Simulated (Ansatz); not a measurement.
The start is a randomly generated symmetric cell of SnO2 (space group No. 166). The structure is fully relaxed (lattice and positions, P = 0) with r2SCAN (plane waves to 500 eV, PAW, scalar-relativistic; Ansatz, a program for electronic structure). The first steps use a 8×8×8 k-mesh.

Starting cell:
```yaml
crystal:
  lattice:
    - [3.20411, 1.84989, 2.27323]
    - [-3.20411, 1.84989, 2.27323]
    - [0.00000, -3.69978, 2.27323]
  atoms:
    - { symbol: O, position: [0.00000, 0.00000, 0.50000] }
    - { symbol: O, position: [0.50000, 0.00000, 0.00000] }
    - { symbol: O, position: [0.00000, 0.50000, 0.00000] }
    - { symbol: O, position: [0.00000, 0.00000, 0.00000] }
    - { symbol: Sn, position: [0.64199, 0.64199, 0.64199] }
    - { symbol: Sn, position: [0.35801, 0.35801, 0.35801] }
```

Task: By how much does the energy per atom fall from start to end?

Result: About 1.8 eV/atom.

Task: How do the shortest distances between atoms change?

Result: The closest pairs of elements (up to four, under 3.6 Å), start → end: Sn–Sn 1.94 → 3.34 Å; O–Sn 2.26 → 2.04 Å; O–O 2.17 → 2.26 Å.

Task: What band gap does the relaxed structure have at this level?

Result: Zero (metallic).

Task: What does it relax into? Give the structure.

Result: 
```cif
data_O12Sn6
_chemical_formula_sum 'O12 Sn6'
_space_group_name_H-M_alt 'R-3m :H'
_space_group_IT_number 166
_space_group_name_Hall '-R 3 2"'
_cell_length_a 6.54343
_cell_length_b 6.54343
_cell_length_c 7.42544
_cell_angle_alpha 90.000
_cell_angle_beta 90.000
_cell_angle_gamma 120.000
loop_
_atom_site_label
_atom_site_type_symbol
_atom_site_symmetry_multiplicity
_atom_site_Wyckoff_symbol
_atom_site_fract_x
_atom_site_fract_y
_atom_site_fract_z
_atom_site_occupancy
O1 O 9 d 0.50000 0.50000 0.50000 1
O2 O 3 a 0.00000 0.00000 0.00000 1
Sn1 Sn 6 c 0.00000 0.00000 0.27491 1
```
(The calculation used a cell of 6 atoms; values per cell refer to that cell.)

The space group stays R-3m (No. 166) (the run could not lower it), with 6 atoms in the primitive cell. Final values are on a 10×10×10 k-mesh of the relaxed cell. The start holds a very short contact (Sn–Sn 1.94 Å). No spin polarisation in the result.

The run could not lose the symmetry of its start.

The first start was generated by a random draw of sites in a space group. Materials Project lists a structure of SnO2 in the same space group, R-3m (No. 166); the sites were not compared with it, nor with measured phases. Known forms of SnO2 include space group No. 136.
